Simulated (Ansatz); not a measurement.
BAs:
```
CELL_PARAMETERS angstrom
      0.00000     2.28536     2.28536
      2.28536     0.00000     2.28536
      2.28536     2.28536     0.00000
ATOMIC_POSITIONS crystal
  B  0.00000 0.00000 0.00000
  As 0.50000 0.50000 0.50000
```

Relaxed with PBEsol. Special points in fractions of this cell's reciprocal vectors: Γ (0.000, 0.000, 0.000); X (0.500, 0.000, 0.500); U (0.625, 0.250, 0.625); K (0.375, 0.375, 0.750); L (0.500, 0.500, 0.500); W (0.500, 0.250, 0.750).

Q: List the band energies nearest the Fermi level at these points for PBEsol (plane waves, PAW; program Ansatz).

A: In eV from the Fermi level; about four levels below and three above (degenerate sets whole), none deeper than 8.9 eV; points with the same levels are listed once.

```csv
k,below,above
Γ,-0.01 -0.01 -0.01,3.87 7.85 7.85 7.85
X,-8.13 -3.84 -3.84 -3.28,3.53 10.85 10.85
U,-7.62 -7.32 -2.93 -0.52,7.24 7.57 9.84
L,–,1.06 1.06 1.36 1.36
W,-6.98 -6.56 -6.56,3.16 4.47 9.40 9.40
```

Space group Fm-3m (rock salt). The start of the workflow was typed in or built on a structure type; neither database checked (COD, Materials Project) lists it. It is not the phase usual at ambient conditions (space group No. 216). The PBEsol relaxation kept the symmetry of its start. At this level the phase is dynamically unstable (imaginary phonons). Its formation energy is positive at this level, so the cell may be metastable or incomplete. Scalar-relativistic: spin–orbit coupling is off unless named, which matters more the heavier the elements.

Potentials: the later of the program's two PAW sets.
